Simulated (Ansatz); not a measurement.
Run on hcp Hf (10-10), 2 layers: DFT, LDA, all-electron LAPW, scalar-relativistic (Ansatz 0.2.0).

The slab is cut from a bulk crystal relaxed on PAW files (its atoms may have been relaxed since).

Command: `ansatz run input.yaml --threads 1 --pin off --max-ram 3584MiB --backend cpu --events-out ev --progress --plain --runs-dir out` It took 110 s on 1 thread of Arm Neoverse V2, with other jobs on the host, peak memory 0.54 GiB.

```yaml
crystal:
  lattice:
    - [3.1190139515, 0.0, 0.0]
    - [0.0, 4.9418267774, 0.0]
    - [0.0, 0.0, 16.9004]
  atoms:
    - { symbol: Hf, position: [0.75, 0.75, 0.4733621166] }
    - { symbol: Hf, position: [0.25, 0.25, 0.5266378834] }
kpoints:
  mp_grid: { grid: [12, 8, 1] }
scf:
  occupations: { method: fermi_dirac, width: 0.05 }
hamiltonian:
  xc: lda
  pseudopotentials: { kind: all_electron, lapw: { basis_error: 0.001 } }
output:
  forces: true
  stress: true
  eigenvalues: true
  populations: true
  dos: { projected: true, de: 0.2, e_range: [-14, 8] }
efield:
  axis: 3
  amplitude: 0
  dipole_correction: true
```

Output:

```
Hf: projections on atomic orbitals take those of the free atom 1s2 2s2 2p6 3s2 3p6 3d10 4s2 4p6 4d10 4f14 5s2 5p6 5d2 6s2, of charge +0.00 (hamiltonian.pseudopotentials.projection_atoms)
LAPW: plane waves up to 7.696 Å⁻¹, error target 1.0e-3 eV per atom; small_component_spin mean_spin; Hf in spheres of 1.529 Å, 36 of its electrons in bands, Dirac shells [] (how accurate: hamiltonian.pseudopotentials.lapw.basis_error, Limitations)
Engine: ansatz 0.2.0
Pseudopotentials: kind: all_electron
Pseudopotential: Hf, LAPW, valence charge 36, lapw/all_electron/scalar/gaussian/Hf, Koelling and Harmon's equation, gaussian nucleus
Functional definition: SPW92
  exchange = slater_x
  correlation = pw_c
Crystal: 2 atoms, lattice volume = 260.496 Å³
Basis set: ecut = 225.64193910067644 eV, 1991 PW (Γ), exchange–correlation at level 2
Bands: 44, of which v1, the nominal top of the filled ones, is band 36 counted from 1 (35 counted from 0)
Symmetry: 4 space group operations
k-points: 35 of 96
Non-local potential: Hf, projectors of the file, none
Initial density: superposition of atomic densities (neutral atoms: chi_scale 0, normalization atom)
Initial wavefunctions: plane waves of lowest kinetic energy (no species holds an atomic orbital)
Functional: x = slater, c = lda
iter 1 solved again at ethr=5.58e-3 eV; its pass at ethr=1.00e-1 eV (dr2=4.02e0 eV) is discarded
SCF iter   1: F=—  HF=-820008.373509 eV  |F-HF|=—  |Δ(HF+E_count)|=         —  Δρ=2.09e-2  dr2=4.02e0  ethr=5.58e-3  p=-0.000 e·Å  D=-1.37e-16 V/Å  ΔV_dip=0.00 eV  dr2_dipole=3.27e-27  V_vac-E_F(+/−)=5.96/5.96 eV  ⟨swp⟩=2.0  Hψ=9604  notcnv=0
efield: sawtooth ramp at fractional position 0.9500 (placed from the atoms, in the widest stretch of the axis that holds none; the zero of the levels goes with the place), width 0.1000; the density the first Hamiltonian is built on has a dipole p = 0.000 e·Å; the dipole correction subtracts the counter field D = 1.87e-14 V/Å, which shifts the + side's vacuum level by -0.00 eV against the − side's; the planar-averaged density in the ramp window peaks in size at 9.8e-7 e/Å³
preconditioner: auto → LDOS  [metal: Δε(μ)=0.079 eV  Ē_g=12.013 eV  σ=0.050 eV  W_gap=0.33  n_scr=38 (ndim 8)  ℏωp=13.8 eV  f_vac=0.717  D(μ)=3.63/eV (n_scr^D=18)  β→1.0]
SCF iter   2: F=—  HF=-820007.706071 eV  |F-HF|=—  |Δ(HF+E_count)|=   6.67e-1  Δρ=1.67e-2  dr2=1.53e0  ethr=5.58e-3  p=-0.000 e·Å  D=-7.78e-10 V/Å  ΔV_dip=0.00 eV  dr2_dipole=7.03e-17  V_vac-E_F(+/−)=4.17/4.17 eV  ⟨swp⟩=3.1  Hψ=4954  notcnv=0
iter 3 solved again at ethr=1.03e-4 eV; its pass at ethr=2.13e-3 eV (dr2=7.44e-2 eV) is discarded
SCF iter   3: F=—  HF=-820007.283576 eV  |F-HF|=—  |Δ(HF+E_count)|=   4.22e-1  Δρ=3.05e-3  dr2=7.44e-2  ethr=1.03e-4  p=0.000 e·Å  D=4.80e-6 V/Å  ΔV_dip=-0.00 eV  dr2_dipole=1.75e-9  V_vac-E_F(+/−)=4.63/4.63 eV  ⟨swp⟩=2.0  Hψ=8264  notcnv=0
SCF iter   4: F=—  HF=-820007.244154 eV  |F-HF|=—  |Δ(HF+E_count)|=         —  Δρ=1.65e-3  dr2=2.09e-2  ethr=1.03e-4  p=0.000 e·Å  D=1.50e-6 V/Å  ΔV_dip=-0.00 eV  dr2_dipole=2.03e-11  V_vac-E_F(+/−)=4.51/4.51 eV  ⟨swp⟩=2.0  Hψ=4719  notcnv=0
the basis was enlarged: its passes take 450.9 KiB over the memory plan, 1 of 1 planned eigensolver slots
SCF iter   5: F=—  HF=-820007.232723 eV  |F-HF|=—  |Δ(HF+E_count)|=   1.14e-2  Δρ=7.51e-4  dr2=2.14e-3  ethr=2.91e-5  p=0.000 e·Å  D=1.30e-6 V/Å  ΔV_dip=-0.00 eV  dr2_dipole=2.43e-11  V_vac-E_F(+/−)=4.35/4.35 eV  ⟨swp⟩=3.0  Hψ=4784  notcnv=0
SCF iter   6: F=—  HF=-820007.232249 eV  |F-HF|=—  |Δ(HF+E_count)|=   4.74e-4  Δρ=3.16e-4  dr2=2.52e-4  ethr=2.98e-6  p=0.000 e·Å  D=8.67e-7 V/Å  ΔV_dip=-0.00 eV  dr2_dipole=1.65e-11  V_vac-E_F(+/−)=4.30/4.30 eV  ⟨swp⟩=3.0  Hψ=4703  notcnv=0
SCF iter   7: F=—  HF=-820007.232435 eV  |F-HF|=—  |Δ(HF+E_count)|=   1.86e-4  Δρ=1.16e-4  dr2=5.20e-5  ethr=3.50e-7  p=0.000 e·Å  D=4.33e-7 V/Å  ΔV_dip=-0.00 eV  dr2_dipole=3.20e-12  V_vac-E_F(+/−)=4.29/4.29 eV  ⟨swp⟩=3.0  Hψ=4717  notcnv=0
SCF iter   8: F=—  HF=-820007.232452 eV  |F-HF|=—  |Δ(HF+E_count)|=   1.74e-5  Δρ=3.22e-5  dr2=5.76e-6  ethr=7.22e-8  p=0.000 e·Å  D=1.78e-7 V/Å  ΔV_dip=-0.00 eV  dr2_dipole=3.35e-13  V_vac-E_F(+/−)=4.28/4.28 eV  ⟨swp⟩=3.0  Hψ=4753  notcnv=0
SCF iter   9: F=—  HF=-820007.232454 eV  |F-HF|=—  |Δ(HF+E_count)|=   1.75e-6  Δρ=6.72e-6  dr2=1.07e-7  ethr=8.00e-9  p=0.000 e·Å  D=7.58e-8 V/Å  ΔV_dip=-0.00 eV  dr2_dipole=1.54e-14  V_vac-E_F(+/−)=4.27/4.27 eV  ⟨swp⟩=3.0  Hψ=4789  notcnv=0
SCF iter  10: F=-820007.232454 eV  HF=-820007.232454 eV  |F-HF|=8.61e-9  |Δ(HF+E_count)|=   2.17e-7  Δρ=1.31e-6  dr2=3.28e-9  ethr=1.48e-10  p=-0.000 e·Å  D=-2.64e-8 V/Å  ΔV_dip=0.00 eV  dr2_dipole=1.46e-15  V_vac-E_F(+/−)=4.27/4.27 eV  ⟨swp⟩=3.0  Hψ=4789  notcnv=0
SCF 1 converged in 10 iterations: F = -820007.232454 eV  dr2 = 3.28e-9
SCF converged after 10 iterations
Free energy (F): -820007.232454 eV
Harris-Foulkes:  -820007.232454 eV  (|F-HF|=8.61e-9)
Internal energy: -820007.198420 eV  (E = F + TS)
E sigma→0 (E₀):  -820007.215437 eV
Entropy (-TS):   -0.034034 eV (-17.017 meV/atom)
Fermi energy:    -0.030863 eV
Dipole field:    D = -0.000000 V/Å  (p = -0.000000 e·Å, saw-weighted, corrected)
Work function:   Φ+ = 4.2703 eV   Φ− = 4.2703 eV
Levels:          The Fermi level and band energies are counted from a zero that moves with the ramp; work functions are not
--- Per-component energies (eV) ---
  E_band       = -4997.975262
  E_kinetic    = 912157.083525
  E_xc         = -16331.580103
  E_efield     = 0.000000  (sawtooth field / dipole correction)
  E_electrostatic = -1715832.701842  (all electrons and nuclei)
  E_smearing   = -0.034034  (= −TS)
  E_closure    = 0.000000  (closes the sum)
  E_atoms      = -819995.551915  (free atoms, spherical and without spin; not in F)
  Σ components = -820007.232454   (vs F -820007.232454, Δ=0.00e0)
  Basis errors (estimates in eV, not in F): energy 4.4e-4 per atom: plane waves 3.9e-4 (2.4e-4 summed), levels above the bands 1.1e-35, relativity 9.2e-9, radial functions 4.9e-5, core shells 3.7e-7; eigenvalues (radial functions only) 8.5e-7; not estimated: angular momenta, meshes, grids; target (lapw.basis_error) 1.0e-3; muffin-tin radii Hf 1.529 Å
--- Forces (eV/Å), atoms counted from 1 ---
  atom   1  Hf     0.00000000     0.00000000     0.19850529
  atom   2  Hf    -0.00000000     0.00000000    -0.19850545
  max |Σ_I F_I| component: 1.67e-7 eV/Å
--- Stress (GPa, compression-positive) ---
       -3.803604       0.000000      -0.000000
        0.000000      -4.263298       0.000000
       -0.000000       0.000000      -0.109301
  P = ⅓ Tr σ = -2.7254 GPa (-27.254 kbar)
--- Band table (eV; the first three rows and the last of 35) ---
  k-point 0: bands = ["-201.3437", "-201.3436", "-201.3246", "-201.3246", "-201.3124", "-201.3123", "-201.3048", "-201.3047", "-201.2945", "-201.2944", "-62.2230", "-62.1604", "-31.1078", "-30.9716", "-30.9610", "-30.6239", "-30.4177", "-30.4063", "-12.2711", "-12.2624", "-12.2424", "-12.2349", "-12.2311", "-12.2304", "-12.2233", "-12.2181", "-12.2125", "-12.1997", "-12.1941", "-12.1932", "-12.1667", "-12.1389", "-5.1530", "-2.3687", "-0.2615", "0.2809", "0.3478", "1.0609", "1.6530", "1.6778", "1.7799", "3.4872", "3.7153", "3.8603"]
  k-point 1: bands = ["-201.3437", "-201.3436", "-201.3246", "-201.3246", "-201.3124", "-201.3123", "-201.3048", "-201.3047", "-201.2945", "-201.2944", "-62.2207", "-62.1628", "-31.1053", "-30.9675", "-30.9479", "-30.6162", "-30.4279", "-30.4257", "-12.2717", "-12.2634", "-12.2422", "-12.2351", "-12.2317", "-12.2316", "-12.2248", "-12.2130", "-12.2118", "-12.2007", "-12.2005", "-12.1843", "-12.1682", "-12.1397", "-5.0209", "-2.3727", "-0.3289", "-0.0814", "0.7418", "0.9984", "1.6011", "1.6781", "1.7442", "3.5692", "3.6266", "3.7661"]
  k-point 2: bands = ["-201.3437", "-201.3436", "-201.3246", "-201.3246", "-201.3124", "-201.3123", "-201.3048", "-201.3047", "-201.2945", "-201.2944", "-62.2139", "-62.1696", "-31.0944", "-30.9858", "-30.8839", "-30.5942", "-30.4890", "-30.4484", "-12.2728", "-12.2660", "-12.2421", "-12.2356", "-12.2344", "-12.2332", "-12.2232", "-12.2109", "-12.2049", "-12.2043", "-12.2023", "-12.1739", "-12.1725", "-12.1424", "-4.6396", "-2.4572", "-0.4425", "-0.3782", "0.7499", "1.0611", "1.4433", "1.4445", "1.9392", "3.4800", "3.8066", "3.8393"]
  k-point 34: bands = ["-201.3437", "-201.3436", "-201.3246", "-201.3246", "-201.3124", "-201.3123", "-201.3048", "-201.3047", "-201.2945", "-201.2944", "-62.1673", "-62.1673", "-31.1499", "-31.1499", "-30.9164", "-30.9164", "-30.5562", "-30.5562", "-12.2645", "-12.2645", "-12.2479", "-12.2478", "-12.2316", "-12.2316", "-12.2072", "-12.2072", "-12.2004", "-12.2004", "-12.1947", "-12.1947", "-12.1639", "-12.1638", "-1.9822", "-1.9822", "-0.2899", "-0.2899", "1.4270", "1.4270", "1.8603", "1.8603", "2.9912", "2.9912", "4.3282", "4.3282"]
--- Löwdin populations: 2 sites ---
  site symbol       q [e]
     0     Hf     71.9313
     1     Hf     71.9313
  spilling = 0.000954 (of n_electrons = 144.000000)
```

populations.tsv:

```
# site	symbol	l	j	q
# orbitals = lowdin
# n_electrons = 144.000000
# spilling = 0.000954
# projection_atom_Hf: 1s2 2s2 2p6 3s2 3p6 3d10 4s2 4p6 4d10 4f14 5s2 5p6 5d2 6s2
0	Hf	0_1S	-	1.999999
0	Hf	0_2S	-	1.999986
0	Hf	0_3S	-	1.999831
0	Hf	0_4S	-	1.998243
0	Hf	0_5S	-	1.971456
0	Hf	0_6S	-	1.031734
0	Hf	1_2P	-	6.000000
0	Hf	1_3P	-	5.999994
0	Hf	1_4P	-	5.999868
0	Hf	1_5P	-	5.977348
0	Hf	2_3D	-	9.999997
0	Hf	2_4D	-	9.999966
0	Hf	2_5D	-	2.954699
0	Hf	3_4F	-	13.998176
1	Hf	0_1S	-	1.999999
1	Hf	0_2S	-	1.999986
1	Hf	0_3S	-	1.999831
1	Hf	0_4S	-	1.998243
1	Hf	0_5S	-	1.971456
1	Hf	0_6S	-	1.031734
1	Hf	1_2P	-	6.000000
1	Hf	1_3P	-	5.999994
1	Hf	1_4P	-	5.999868
1	Hf	1_5P	-	5.977348
1	Hf	2_3D	-	9.999997
1	Hf	2_4D	-	9.999966
1	Hf	2_5D	-	2.954702
1	Hf	3_4F	-	13.998176
```

Next run (atoms relaxed), as changes to the input before:

```diff
   atoms:
-    - { symbol: Hf, position: [0.75, 0.75, 0.4733621166] }
-    - { symbol: Hf, position: [0.25, 0.25, 0.5266378834] }
+    - { symbol: Hf, position: [0.75, 0.75, 0.4774358356] }
+    - { symbol: Hf, position: [0.25, 0.25, 0.5225641644] }
 kpoints:
   eigenvalues: true
-  populations: true
-  dos: { projected: true, de: 0.2, e_range: [-14, 8] }
+relax:
+  f_tol: 0.01
+  max_steps: 12
 efield:
```

Results part of the output:

```
SCF converged after 2 iterations
Free energy (F): -820007.244220 eV
Harris-Foulkes:  -820007.244220 eV  (|F-HF|=8.03e-9)
Internal energy: -820007.211890 eV  (E = F + TS)
E sigma→0 (E₀):  -820007.228055 eV
Entropy (-TS):   -0.032330 eV (-16.165 meV/atom)
Fermi energy:    -0.165326 eV
Dipole field:    D = -0.000000 V/Å  (p = -0.000000 e·Å, saw-weighted, corrected)
Work function:   Φ+ = 4.4324 eV   Φ− = 4.4324 eV
Levels:          The Fermi level and band energies are counted from a zero that moves with the ramp; work functions are not
--- Per-component energies (eV) ---
  E_band       = -5002.902708
  E_kinetic    = 912158.293511
  E_xc         = -16332.024037
  E_efield     = 0.000000  (sawtooth field / dipole correction)
  E_electrostatic = -1715833.481364  (all electrons and nuclei)
  E_smearing   = -0.032330  (= −TS)
  E_closure    = 0.000000  (closes the sum)
  E_atoms      = -819995.551915  (free atoms, spherical and without spin; not in F)
[... lines left out ...]
--- Forces (eV/Å), atoms counted from 1 ---
  atom   1  Hf     0.00000000     0.00000000     0.00402828
  atom   2  Hf    -0.00000000     0.00000000    -0.00402811
  max |Σ_I F_I| component: 1.70e-7 eV/Å
--- Stress (GPa, compression-positive) ---
       -3.685594       0.000000      -0.000000
        0.000000      -3.707944       0.000000
       -0.000000       0.000000      -0.001291
  P = ⅓ Tr σ = -2.4649 GPa (-24.649 kbar)
--- Band table (eV; the first three rows and the last of 35) ---
  k-point 0: bands = ["-201.4016", "-201.4016", "-201.3823", "-201.3823", "-201.3662", "-201.3662", "-201.3657", "-201.3657", "-201.3587", "-201.3587", "-62.2889", "-62.2151", "-31.2355", "-31.0446", "-30.9987", "-30.7175", "-30.4773", "-30.4230", "-12.3274", "-12.3235", "-12.2980", "-12.2932", "-12.2928", "-12.2908", "-12.2885", "-12.2724", "-12.2677", "-12.2637", "-12.2567", "-12.2532", "-12.2265", "-12.1988", "-5.3260", "-2.5515", "-0.2066", "-0.0237", "0.0770", "1.2084", "1.3407", "1.8749", "1.9543", "3.2943", "3.7331", "3.8692"]
  k-point 1: bands = ["-201.4016", "-201.4016", "-201.3823", "-201.3823", "-201.3662", "-201.3662", "-201.3657", "-201.3657", "-201.3587", "-201.3587", "-62.2861", "-62.2180", "-31.2225", "-31.0262", "-31.0061", "-30.7086", "-30.4867", "-30.4496", "-12.3283", "-12.3247", "-12.2991", "-12.2939", "-12.2932", "-12.2914", "-12.2867", "-12.2692", "-12.2670", "-12.2667", "-12.2545", "-12.2505", "-12.2285", "-12.1999", "-5.1862", "-2.5378", "-0.3389", "-0.2778", "0.4558", "1.1028", "1.4293", "1.7421", "1.7943", "3.3714", "3.7665", "3.8303"]
  k-point 2: bands = ["-201.4016", "-201.4016", "-201.3823", "-201.3823", "-201.3662", "-201.3662", "-201.3657", "-201.3657", "-201.3587", "-201.3587", "-62.2782", "-62.2260", "-31.1889", "-31.0276", "-30.9700", "-30.6830", "-30.5246", "-30.5132", "-12.3302", "-12.3273", "-12.3005", "-12.2954", "-12.2941", "-12.2932", "-12.2816", "-12.2686", "-12.2657", "-12.2624", "-12.2580", "-12.2399", "-12.2338", "-12.2033", "-4.7825", "-2.5713", "-0.5848", "-0.4293", "0.7335", "0.8380", "1.4135", "1.5226", "1.6859", "3.5261", "3.5994", "4.1045"]
  k-point 34: bands = ["-201.4016", "-201.4016", "-201.3823", "-201.3823", "-201.3662", "-201.3662", "-201.3657", "-201.3657", "-201.3587", "-201.3587", "-62.2275", "-62.2275", "-31.2624", "-31.2624", "-30.9716", "-30.9716", "-30.5945", "-30.5945", "-12.3237", "-12.3237", "-12.3048", "-12.3048", "-12.2878", "-12.2878", "-12.2661", "-12.2661", "-12.2595", "-12.2595", "-12.2560", "-12.2559", "-12.2289", "-12.2289", "-2.2435", "-2.2435", "-0.5143", "-0.5143", "1.5384", "1.5384", "1.7565", "1.7565", "2.9986", "2.9986", "4.5392", "4.5392"]
--- Relaxed structure (2 steps of the walk, 2 accepted, 0 SCFs on fresh bases) ---
  F+E_penalty+E_count = -820007.24422044 eV   max|allowed force component| = 4.028e-3 eV/Å
  atoms:
    - { symbol: Hf, position: [0.75, 0.75, 0.4774358356] }
    - { symbol: Hf, position: [0.24999999999999997, 0.24999999999999997, 0.5225641644] }
```

Next run (spin-orbit coupling on), as changes to the input before:

```diff
   eigenvalues: true
-relax:
-  f_tol: 0.01
-  max_steps: 12
 efield:
   dipole_correction: true
+magnetization:
+  noncollinear: true
+  spin_orbit: true
```

Command: `ansatz run input.yaml --threads 1 --pin off --max-ram 3584MiB --backend cpu --events-out ev --progress --plain --runs-dir out` It took 10 min on 1 thread of Arm Neoverse V2 (shared host), peak memory 1.1 GiB.

Results part of the output:

```
SCF 1 converged in 9 iterations: F = -821067.707249 eV  dr2 = 5.28e-8
SCF converged after 9 iterations
Magnetization: |M| = 0.0000 μB,  M = (+0.0000, +0.0000, +0.0000) μB
[... lines left out ...]
  k-point 1: bands = ["-207.6249", "-207.6249", "-207.6249", "-207.6249", "-207.6027", "-207.6027", "-207.6027", "-207.6027", "-196.8984", "-196.8984", "-196.8984", "-196.8984", "-196.8753", "-196.8753", "-196.8753", "-196.8753", "-196.8669", "-196.8669", "-196.8669", "-196.8669", "-62.1649", "-62.1649", "-62.0962", "-62.0962", "-36.5637", "-36.5637", "-36.3723", "-36.3723", "-28.9854", "-28.9854", "-28.6650", "-28.6650", "-28.6077", "-28.6077", "-28.2115", "-28.2115", "-13.1465", "-13.1465", "-13.1459", "-13.1459", "-13.1128", "-13.1128", "-13.1126", "-13.1126", "-13.0907", "-13.0907", "-13.0897", "-13.0897", "-11.4062", "-11.4062", "-11.4052", "-11.4052", "-11.3792", "-11.3792", "-11.3779", "-11.3779", "-11.3654", "-11.3654", "-11.3574", "-11.3574", "-11.3353", "-11.3353", "-11.3257", "-11.3257", "-5.1690", "-5.1690", "-2.5257", "-2.5257", "-0.3468", "-0.3468", "-0.2850", "-0.2850", "0.4340", "0.4340", "1.1137", "1.1137", "1.3234", "1.3234", "1.7030", "1.7030", "1.8886", "1.8886", "3.3886", "3.3886", "3.7237", "3.7237", "3.8965", "3.8965"]
  k-point 2: bands = ["-207.6249", "-207.6249", "-207.6249", "-207.6249", "-207.6027", "-207.6027", "-207.6027", "-207.6027", "-196.8984", "-196.8984", "-196.8984", "-196.8984", "-196.8753", "-196.8753", "-196.8753", "-196.8753", "-196.8669", "-196.8669", "-196.8669", "-196.8669", "-62.1569", "-62.1569", "-62.1043", "-62.1043", "-36.5411", "-36.5411", "-36.3947", "-36.3947", "-28.9342", "-28.9342", "-28.6972", "-28.6972", "-28.5719", "-28.5719", "-28.2748", "-28.2748", "-13.1464", "-13.1464", "-13.1458", "-13.1458", "-13.1127", "-13.1127", "-13.1124", "-13.1124", "-13.0910", "-13.0910", "-13.0902", "-13.0902", "-11.4061", "-11.4061", "-11.4053", "-11.4053", "-11.3820", "-11.3820", "-11.3795", "-11.3795", "-11.3606", "-11.3606", "-11.3545", "-11.3545", "-11.3365", "-11.3365", "-11.3283", "-11.3283", "-4.7675", "-4.7675", "-2.5618", "-2.5618", "-0.5878", "-0.5878", "-0.4341", "-0.4341", "0.6560", "0.6560", "0.8818", "0.8818", "1.3114", "1.3114", "1.4732", "1.4732", "1.8170", "1.8170", "3.4925", "3.4925", "3.6760", "3.6760", "4.1108", "4.1108"]
  k-point 34: bands = ["-207.6249", "-207.6249", "-207.6249", "-207.6249", "-207.6027", "-207.6027", "-207.6027", "-207.6027", "-196.8984", "-196.8984", "-196.8984", "-196.8984", "-196.8753", "-196.8753", "-196.8753", "-196.8753", "-196.8669", "-196.8669", "-196.8669", "-196.8669", "-62.1058", "-62.1058", "-62.1058", "-62.1058", "-36.5463", "-36.5463", "-36.5463", "-36.5463", "-29.0048", "-29.0048", "-29.0048", "-29.0048", "-28.5358", "-28.5358", "-28.5358", "-28.5358", "-13.1467", "-13.1467", "-13.1467", "-13.1467", "-13.1130", "-13.1130", "-13.1130", "-13.1130", "-13.0890", "-13.0890", "-13.0890", "-13.0890", "-11.4049", "-11.4049", "-11.4049", "-11.4049", "-11.3807", "-11.3807", "-11.3807", "-11.3807", "-11.3558", "-11.3558", "-11.3558", "-11.3558", "-11.3352", "-11.3352", "-11.3352", "-11.3352", "-2.2322", "-2.2322", "-2.2322", "-2.2322", "-0.5179", "-0.5179", "-0.5179", "-0.5179", "1.4442", "1.4442", "1.4442", "1.4442", "1.7852", "1.7852", "1.7852", "1.7852", "2.9962", "2.9962", "2.9962", "2.9962", "4.5622", "4.5622", "4.5622", "4.5622"]
```
